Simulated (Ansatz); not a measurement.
**How the vibrations of MnS change with volume**

Theory: DFT LDA, scalar-relativistic, plane waves, PAW (Ansatz 0.2.0). Plane waves to 420 eV; Γ-centred k mesh 14×14×14; Gaussian smearing of 0.20 eV. No spin polarisation. Phonons by linear response, acoustic sum rule imposed.

Equilibrium structure at this level:
```xyz
2
Lattice="0.0000 2.4345 2.4345 2.4345 0.0000 2.4345 2.4345 2.4345 0.0000" Properties=species:S:1:pos:R:3 pbc="T T T"
Mn    0.0000    0.0000    0.0000
S     3.6517    3.6517    3.6517
```

In a metal, frequencies depend on the k mesh and the smearing, soft modes most. Spin polarisation was left out, and a magnetic state may lie lower.

Cells at 0.98 and 1.02 times the equilibrium volume were relaxed in shape and atoms; γ = −d ln ν / d ln V, modes matched by rank.

**Question.** Give the optical frequencies at Γ (cm⁻¹) at the three volumes and the mode Grüneisen parameters.

**Answer.**
```tsv
0.98 V	V	1.02 V	γ	degeneracy
477	463	450	1.48	3
```

**Question.** What pressures hold the two strained cells, and what bulk modulus follows?

**Answer.** 3.45 GPa at 0.98 V and -3.10 GPa at 1.02 V, so B = −dP/d ln V ≈ 164 GPa.

This zinc-blende form isn't the usual stable structure of the compound.